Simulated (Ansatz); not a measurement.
Ta (hcp (Mg type), space group No. 194) under volume change, the program Ansatz at the LDA level (PAW), shape and atoms relaxed at each volume.

| V (Å³/atom) | E − E(relaxed) (meV/atom) | P (GPa) |
|---|---|---|
| 16.074 | ___ | ___ |
| 16.604 | ___ | ___ |
| 17.134 | 10.8 | 6.70 |
| 17.664 | 0.0 | 0.00 |
| 18.194 | 9.8 | -5.82 |
| 18.724 | 37.6 | -10.86 |
| 19.254 | 81.0 | -15.23 |

### Question
Complete the blanks.

### Answer

- 16.074, E − E(relaxed) (meV/atom): 108.1
- 16.074, P (GPa): 23.56
- 16.604, E − E(relaxed) (meV/atom): 45.5
- 16.604, P (GPa): 14.50

### Question
What does a third-order Birch–Murnaghan fit give for V₀, B₀ and B′?

### Answer
V₀ = 17.66 Å³/atom, B₀ = 208 GPa, B′ = 3.9.

Space group P6_3/mmc (hcp (Mg type)). The workflow started from a Materials Project entry (that database holds measured and hypothetical structures alike); the Crystallography Open Database copy checked does not list it. It is not the phase usual at ambient conditions (space group No. 229). The cell was relaxed with LDA under the symmetry of its start. At this level the phase is dynamically unstable (imaginary phonons). No spin polarisation was allowed. Spin–orbit coupling is left out wherever it is not named.

Potentials: the later of the program's two PAW sets.
